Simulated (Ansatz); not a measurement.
Values for one crystal, relaxed and computed with plane-wave PAW PBE (Ansatz code); other levels are named.

| Quantity | Result |
|---|---|
| Volume per atom | 11.60 Å³ |
| Electronic character | metallic (no gap) |
| Formation energy from the elements (no fitted shifts) | -0.59 eV/atom |
| Density of states at the Fermi level | 0.33 states/eV per atom (mean over ±0.08 eV) |
| Bulk modulus (Birch–Murnaghan fit) | 179 GPa |
| Pressure derivative B′ | 4.3 |

Problem. Pick the material that matches.
(A) AlCo, CsCl type
(B) CuAu, L1₀ or tetragonal B2
(C) Al2Cu, I4/mcm (Al on 8h, Cu on 4a)
(D) Al2Cu, cubic Laves (MgCu2 type)

Solution. A, AlCo, CsCl type

Space group Pm-3m (CsCl type). Symmetry was held in the PBE relaxation. The workflow began spin-polarised and lost its moments. The references are the lowest solids computed at this level, not always the standard phases.

Potentials: the later of the program's two PAW sets.
